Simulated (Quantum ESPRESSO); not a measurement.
One change at a time to Al6MoW

Calculated results; nothing here was measured. They come from Quantum ESPRESSO 7.5, a public plane-wave density functional program. Each row is one single-point run on a made-up periodic cell of eight metal atoms, with elements, volume, strain and displacements drawn at random and not relaxed, so a cell may be unstable or far from any real phase. There is no spin polarisation or spin-orbit coupling.

Settings: PBE unless stated; PseudoDojo standard norm-conserving files; Fermi-Dirac width 0.25 eV, which means electrons at about 2900 K; cutoff 1088 eV; 10 x 4 x 4 k mesh shifted half a step off Gamma. E is the free energy of the whole cell (internal energy minus TS), so a -TS column is already part of it. Stress is positive in tension, and the pressure P is minus a third of its trace.

Checks: one run of this series was repeated at a higher cutoff and on a denser mesh, which moved values by no more than 0.006 eV, 0.09 GPa and 0.014 eV/Å, and a second program with other atomic files agreed on it to 2 % rms in force and 0.5 GPa in pressure. Known limits: heavy elements are run without spin-orbit coupling, which real alloys of them have; a spin test at this wide smearing found no moment, but such smearing suppresses magnetism that the real alloy may have.

The lattice is face-centred cubic, and the cell vectors in Å are (-0.009, 2.061, 2.033); (-4.082, 4.199, -4.125); (-3.974, -4.128, 4.088), a volume of 136.36 Å³ in run 1. The elements on sites 1 to 8 are W Al Al Al Al Al Al Mo. Each later run makes one change to run 1 and keeps the rest. E is counted from run 1, and is n/a where other atomic files have another zero of energy.

```
run                           change  V (Å³)  P (GPa)  -TS (eV)  rms force (eV/Å)  largest change of a force component (eV/Å)  E (eV)
  1                             none  136.36    -7.84    -1.063             0.343                                       0.000   0.000
  2          sites 5 and 8 exchanged  136.36    -8.17    -1.043             0.324                                       0.954  -0.035
  3    all lengths scaled by -1.64 %  129.76    -2.48    -1.012             0.370                                       0.275       ?
  4           PBEsol in place of PBE  136.36   -10.47    -1.065             0.363                                       0.122     n/a
  5                     Ir on site 7  136.36   -13.33    -1.183             0.489                                       1.043     n/a
  6  site 3 moved by -0.09 Å along y  136.36    -7.89    -1.063             0.357                                       0.282   0.013
```

## Worked estimate

Along a uniform scaling dE = -P dV. The mean of the two pressures is -5.160 GPa and the volume changes by -6.60 Å³, with 160.2 GPa to one eV/Å³. The same two rows give -V dP/dV = 108 GPa for this cell with clamped atoms, which is not the bulk modulus of a real alloy.

## Withheld value

Question: what E should run 3 give?

The estimate is -0.213 eV. The calculation gave -0.217 eV. The mean of two end points misses the curvature of P, and the finite cutoff adds a little.
